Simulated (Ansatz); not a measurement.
MnSi:
```xyz
8
Lattice="4.5182 0.0000 0.0000 0.0000 4.5182 0.0000 0.0000 0.0000 4.5182" Properties=species:S:1:pos:R:3 pbc="T T T"
Mn     0.6164     0.6164     0.6164
Mn     1.6428     3.9019     2.8755
Mn     2.8755     1.6428     3.9019
Mn     3.9019     2.8755     1.6428
Si     3.8187     3.8187     3.8187
Si     2.9586     0.6995     1.5596
Si     1.5596     2.9586     0.6995
Si     0.6995     1.5596     2.9586
```
The run is spin-polarised; directions of the spins, atom by atom: ↑ ↑ ↑ ↑ 0 0 0 0.

Relaxed with PBE.

Which orbitals make up the states near the Fermi level in DFT-PBE in the program Ansatz with PAW potentials?

Within 0.5 eV of the Fermi level: Mn 3d 90 %, Si 3p 6 %. Projections are on Löwdin-orthogonalised atomic valence shells; empty p or d shells of many metals are not among them.

Tabulate the density of states.

States/eV per cell of 8 atoms, in 0.25 eV bins, energy from the Fermi level.

```
E (eV)  total  Mn 3d  Si 3p  Si 3s
------  -----  -----  -----  -----
-7.85    1.91   0.36   0.56   0.89
-7.60    1.44   0.31   0.39   0.68
-7.35    1.28   0.30   0.31   0.61
-7.10    1.34   0.34   0.29   0.64
-6.85    1.73   0.48   0.31   0.83
-6.60    1.00   0.20   0.42   0.28
-6.35    1.30   0.19   0.85   0.08
-6.10    1.51   0.29   0.94   0.11
-5.85    2.31   0.56   1.39   0.16
-5.60    3.17   0.84   1.87   0.21
-5.35    2.72   0.78   1.51   0.21
-5.10    3.02   0.94   1.60   0.23
-4.85    2.41   0.71   1.33   0.16
-4.60    3.05   1.04   1.62   0.17
-4.35    4.32   1.47   2.29   0.27
-4.10    4.19   1.72   1.93   0.27
-3.85    3.15   1.35   1.41   0.20
-3.60    4.55   2.34   1.80   0.21
-3.35    5.42   2.92   2.05   0.22
-3.10    4.68   2.86   1.44   0.17
-2.85    7.58   4.91   2.06   0.23
-2.60    7.47   5.38   1.50   0.18
-2.35   12.33   8.92   2.39   0.28
-2.10    8.19   6.00   1.57   0.14
-1.85   11.86   8.92   1.96   0.16
-1.60    7.71   6.09   1.17   0.08
-1.35    6.85   5.73   0.80   0.06
-1.10    7.88   6.82   0.69   0.06
-0.85    8.59   7.73   0.54   0.06
-0.60    7.21   6.58   0.37   0.06
-0.35    7.10   6.38   0.39   0.07
-0.10    5.29   4.59   0.40   0.07
0.15     4.33   3.99   0.18   0.03
0.40     8.28   7.59   0.43   0.06
0.65     8.04   7.10   0.63   0.11
0.90     3.29   2.96   0.19   0.04
1.15     6.22   5.57   0.45   0.09
1.40     4.90   3.80   0.81   0.17
1.65     2.06   1.32   0.54   0.11
1.90     2.48   1.66   0.57   0.16
2.15     4.36   2.77   0.96   0.47
2.40     3.02   1.65   0.79   0.43
2.65     2.56   1.26   0.72   0.43
2.90     3.95   1.84   1.06   0.78
3.15     4.45   2.03   1.23   0.89
3.40     4.44   1.81   1.32   0.89
3.65     4.72   1.61   1.66   0.78
3.90     3.57   1.13   1.32   0.57
4.15     4.90   1.43   1.84   0.66
4.40     3.87   0.94   1.58   0.49
4.65     4.22   0.90   1.71   0.46
```

Space group P2_13. The cell was relaxed with PBE under the symmetry of its start. The final state is ferromagnetic, chosen from 4 collinear starts compared on coarse meshes (ties went to the first, and starts can fall back to one state), not a proven ground state. Textbook magnetic order: helical.

Potentials: the later of the program's two PAW sets.
